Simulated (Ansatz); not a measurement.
The elements of this relaxed trial crystal are hidden behind letters.

```
lattice vectors (Å)
   4.9464    0.0000    0.0000
   0.0000    4.9464    0.0000
   0.0000    0.0000    5.1036
fractional positions
X 0.0000 0.0000 0.5000
Z 0.0000 0.5000 0.2232
Z 0.5000 0.0000 0.7768
Q 0.5000 0.5000 0.0000
Q 0.0000 0.0000 0.0000
Q 0.5000 0.5000 0.5000
```

These are results of DFT PBE, scalar-relativistic, plane waves, PAW in Ansatz, not measurements. The final run on the 6-atom cell used 420 eV, a Γ-centred 8×8×8 mesh, 0.10 eV smearing and no spin polarisation.

```
Space group                              : P-4m2 (No. 115)
Conventional cell                        : a = 4.946 Å, c = 5.104 Å
Volume per atom                          : 20.81 Å³
Density                                  : 5.01 g/cm³
Formation energy                         : +0.24 eV/atom
Gap on the 8×8×8 mesh of the 6-atom cell : 0 eV (a metal)
```

Energies are uncorrected and count from the elements' standard states at the same level.

**Question.** X is an s-block element of period 2, Z is a d-block element of period 4 and Q is a p-block element of period 4. Which elements are they?

**Answer.** X = Be, Z = Zn, Q = Se, so the formula is BeZn2Se3. Density times volume gives a mean mass of 5.01 × 20.81/1.6605 = 62.8 u per atom, and this set has 62.8 u. Around Be lie 2 Se at 2.55 Å and 4 Zn at 2.85 Å; Zn has 6 Se at 2.72–2.85 Å and 2 Be at 2.85 Å; Se on its first site has 2 Se at 2.55 Å and 4 Zn at 2.72 Å; 2 more sites not described. Other sets within the hints have nearly the same mass, so mass alone doesn't settle it; this one was computed.

A structure relaxed within its symmetry needn't be a true minimum. Another cell of BeZn2Se3 relaxed alike, in Fmmm, lies 73 meV/atom lower, so this cell isn't the stable form at this level.
